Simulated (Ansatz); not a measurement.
A relaxation computed with Ansatz, from input to last step.

```yaml
crystal:
  lattice:
    - [-1.3645448039, 1.3645448039, 6.0358436552]
    - [1.3645448039, -1.3645448039, 6.0358436552]
    - [1.3645448039, 1.3645448039, -6.0358436552]
  atoms:
    - { symbol: Ir, position: [0.3224355779, 0.3224355779, 0.0] }
    - { symbol: Ir, position: [0.6775644221, 0.6775644221, 0.0] }
    - { symbol: Ag, position: [0.0, 0.0, 0.0] }
basis:
  ecutwfc: 420
kpoints:
  mp_grid: { grid: [22, 22, 22] }
hamiltonian:
  xc: pbesol
scf:
  occupations: { method: gaussian, width: 0.1 }
output:
  forces: true
  stress: true
  eigenvalues: true
relax:
  adjacent_minimum: "off"
  f_tol: 0.01
  max_steps: 60
  cell: { stress_tol: 0.1 }
```

```bash
ansatz run input.yaml --threads 1 --pin off --max-ram 1331MiB --backend cpu --events-out ev --progress --plain --runs-dir out
```

Method: Ansatz, DFT PBEsol, scalar-relativistic, plane waves, PAW.

Of 4 frames 3 are shown, positions in Å and forces in eV/Å; the SCF threshold varies from step to step. Steps run on the plane waves of an earlier cell, with a Pulay correction in the pressure. The basis is chosen afresh for the last frame, the zero of the energies, and at times for earlier ones too; energy and pressure step there, also at an unchanged geometry. The mark taken_back stands on steps that the optimiser undid.

```xyz
3
Lattice="-1.3645 1.3645 6.0358 1.3645 -1.3645 6.0358 1.3645 1.3645 -6.0358" Properties=species:S:1:pos:R:3:forces:R:3 pbc="T T T" step=1 free_energy_over_end_meV_per_atom=0.01 pressure_GPa=0.15
Ir    0.0000    0.0000    3.8923    0.0000    0.0000    0.0090
Ir    0.0000    0.0000    8.1793    0.0000    0.0000   -0.0090
Ag    0.0000    0.0000    0.0000    0.0000    0.0000    0.0000
3
Lattice="-1.3647 1.3647 6.0435 1.3647 -1.3647 6.0435 1.3647 1.3647 -6.0435" Properties=species:S:1:pos:R:3:forces:R:3 pbc="T T T" step=2 free_energy_over_end_meV_per_atom=0.02 pressure_GPa=-0.24 taken_back
Ir    0.0000    0.0000    3.8971    0.0000    0.0000   -0.0090
Ir    0.0000    0.0000    8.1900    0.0000    0.0000    0.0090
Ag    0.0000    0.0000    0.0000    0.0000    0.0000    0.0000
3
Lattice="-1.3645 1.3645 6.0396 1.3645 -1.3645 6.0396 1.3645 1.3645 -6.0396" Properties=species:S:1:pos:R:3:forces:R:3 pbc="T T T" step=4 free_energy_over_end_meV_per_atom=0.00 pressure_GPa=0.01
Ir    0.0000    0.0000    3.8947    0.0000    0.0000    0.0000
Ir    0.0000    0.0000    8.1844    0.0000    0.0000    0.0000
Ag    0.0000    0.0000    0.0000    0.0000    0.0000    0.0000
```

Spin–orbit coupling is left out, which can shift energies with elements as heavy as these.